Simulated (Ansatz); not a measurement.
Values for one crystal, relaxed and computed with the program Ansatz at the PBE level (PAW); other levels are named.

```yaml
volume_per_atom: 29.07 Å³
electronic_character: metallic (no gap)
hill_bulk_and_shear_moduli: 46.5 and 32.1 GPa
Young's modulus: 78.2 GPa
Elastic constants (relaxed ions, GPa): C11 = 90.6, C12 = 28.8, C13 = 21.8, C33 = 92.8, C44 = 31.3
Pressure derivative B′: 3.4
Poisson's ratio: 0.22
```

### Question
Pick the material that matches.
(A) Tb, hcp (Mg type)
(B) Tl, hcp (Mg type)
(C) Lu, hcp (Mg type)
(D) Ru, hcp (Mg type)

### Answer
C, Lu, hcp (Mg type)

Space group P6_3/mmc (hcp (Mg type)). Symmetry was held in the PBE relaxation. As this level gives no gap, shear constants depend on the k-mesh and smearing (Fermi–Dirac, 0.1 eV here). On the denser mesh and wider smearing of the elastic run this cell carries a stress of 0.4 GPa. Spin–orbit coupling is left out wherever it is not named.

Potentials: the later of the program's two PAW sets.
